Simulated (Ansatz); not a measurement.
## Relaxing a structure of BiB

The relaxed structure here is a generated cell of BiB: the first start was made by placing the elements on the sites of a structure type, and the end was not matched to a known phase here, so it may be hypothetical.

The start is a generated cell, BiB placed in the AFLOW prototype AB_oP8_62_c_c (B16, as in GeS). The structure is fully relaxed (lattice and positions, P = 0) with r2SCAN (plane waves to 500 eV, PAW, scalar-relativistic; Ansatz, a quantum-chemistry and plane-wave program). The first steps use a 3×9×8 k-mesh.

Initial structure:
```
BiB
1.0
   10.58222     0.00000     0.00000
    0.00000     3.69667     0.00000
    0.00000     0.00000     4.35679
B Bi
4 4
Cartesian
  3.96833   0.92417   1.45081
  9.25944   0.92417   0.72758
  6.61389   2.77250   2.90598
  1.32278   2.77250   3.62920
  1.47093   0.92417   1.69479
  6.76204   0.92417   0.48360
  9.11129   2.77250   2.66200
  3.82018   2.77250   3.87318
```

| Item | Result |
|---|---|
| Initial pressure | -6.2 GPa (negative: the cell is under tension) |
| Largest initial force | 0.56 eV/Å, on B1, B2, B3, B4, Bi5, Bi6, Bi7, Bi8 (atoms numbered as listed) |
| Outcome | The space group goes from Pnma (No. 62) to Fm-3m (No. 225); the end is rock salt type, with 2 atoms in the primitive cell |
| Energy released | 0.27 eV/atom |
| Volume change | -14.8 %, from 21.30 to 18.15 Å³/atom |
| Shortest distances (start → end) | The closest pairs of elements (up to four, under 3.6 Å), start → end: B–Bi 2.51 → 2.63 Å; B–B 3.54 → 3.72 Å |
| Band gap at the end | no gap (metallic) |
| Optimiser moves | 15 |

It ends as:

Space group Fm-3m (No. 225); a = b = c = 5.256 Å, α = β = γ = 90.00°

```csv
atom,site,symmetry,x,y,z
B,4b,m-3m,0.5000,0.5000,0.5000
Bi,4a,m-3m,0.0000,0.0000,0.0000
```
(The calculation used a cell of 2 atoms; values per cell refer to that cell.)

Final values are on a 15×15×15 k-mesh of the relaxed cell. No spin polarisation in the result.

The run could not lose the symmetry of its start, so the end can be a saddle point.
